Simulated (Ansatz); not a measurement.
# PbF2 (fluorite): G0W0 against its settings

PbF2 built on the fluorite prototype, relaxed with r2SCAN; one-shot G0W0 in Ansatz without spin-orbit coupling. Spin-unpolarised throughout; all numbers are computed.

```
CELL_PARAMETERS angstrom
0.00000 2.96044 2.96044
2.96044 0.00000 2.96044
2.96044 2.96044 0.00000
ATOMIC_POSITIONS crystal
Pb 0.00000 0.00000 0.00000
F 0.25000 0.25000 0.25000
F 0.75000 0.75000 0.75000
```

Gaps are read over the mesh points alone. G0W0 here is at a finite number of bands, screening cutoff and k mesh, not at the basis limit.
```
 start       potentials      frequency model   mesh  empty bands  screening cutoff (eV)  Kohn-Sham gap (eV)  G0W0 gap (eV)       rough cost
   PBE              PAW  contour deformation  4×4×4           84                     80                4.42           6.25   5 core-seconds
   PBE              PAW  contour deformation  4×4×4          195                    140                4.42           6.31  18 core-seconds
   PBE              PAW  contour deformation  4×4×4          358                    210                4.42           6.47  60 core-seconds
 HSE06              PAW  contour deformation  4×4×4          195                    140                5.73           7.04  60 core-seconds
   LDA              PAW  contour deformation  4×4×4          195                    140                4.26           6.34  18 core-seconds
r2SCAN              PAW  contour deformation  4×4×4          195                    140                4.93           6.63  22 core-seconds
   PBE              PAW     Godby-Needs pole  4×4×4          195                    140                4.42           6.30  26 core-seconds
   PBE              PAW  contour deformation  6×6×6           84                     80                4.44           6.26  30 core-seconds
   PBE  norm-conserving  contour deformation  4×4×4          195                    140                4.41           6.29  50 core-seconds
```

The quasiparticle gap on this mesh is 6.47 eV (L to X), against 4.42 eV from PBE: +2.05 eV. Renormalisation factors Z lie between 0.72 and 0.84.

Raising bands and cutoff together moves the gap by +0.06 eV (80 to 140 eV), then +0.16 eV (140 to 210 eV); the last step is still large, so the basis limit isn't reached. Starting from HSE06 (5.73 eV against PBE's 4.42 eV) gives 7.04 eV, +0.73 eV from G0W0@PBE at the same screening cutoff. Starting from LDA (4.26 eV against PBE's 4.42 eV) gives 6.34 eV, +0.03 eV from G0W0@PBE at the same screening cutoff. Starting from r2SCAN (4.93 eV against PBE's 4.42 eV) gives 6.63 eV, +0.32 eV from G0W0@PBE at the same screening cutoff. The Godby-Needs plasmon pole differs from contour deformation by -0.01 eV. A 6×6×6 mesh in place of 4×4×4 changes the opening over PBE by -0.01 eV (the gap on the mesh by +0.01 eV, the PBE gap by +0.02 eV). Norm-conserving potentials (wave cutoff 1320 eV against 420 eV) shift the quasiparticle gap by -0.02 eV and the PBE gap by -0.01 eV. r2SCAN runs take a wave cutoff of 500 eV.
